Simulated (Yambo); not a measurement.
```
WS2
1.0
    3.20853     0.00000     0.00000
   -1.60426     2.72419     0.00000
    0.00000     0.00000    16.10000
S W
2 1
Direct
  0.00043   0.00087   0.90338
  0.00043   0.00087   0.09662
  0.66580   0.33160   0.00000
```

Response from Yambo on PBEsol (pw.x of Quantum ESPRESSO, ONCV potentials, scalar-relativistic) bands: 24×24×1 mesh, 38 bands, 2 Ry local-field block, 0.2 eV broadening.

Problem. Give the static in-plane polarisability without and with local fields along each axis.

Solution. 
```json
[
 {"field along": "x", "α(0), independent particles (Å)": "6.64", "α(0), RPA with local fields (Å)": "6.37", "screening length 2πα (Å)": "40.0"},
 {"field along": "y", "α(0), independent particles (Å)": "6.51", "α(0), RPA with local fields (Å)": "6.25", "screening length 2πα (Å)": "39.3"}
]
```
Electronic (clamped-ion) response only. Spin-orbit coupling, left out here, changes gap and response of such heavy elements. Convergence of the RPA response with its 24×24×1 mesh was not tested. x, y and z are Cartesian axes of the cell as given.

Geometry strained from the cell relaxed with PBEsol, atoms relaxed again.
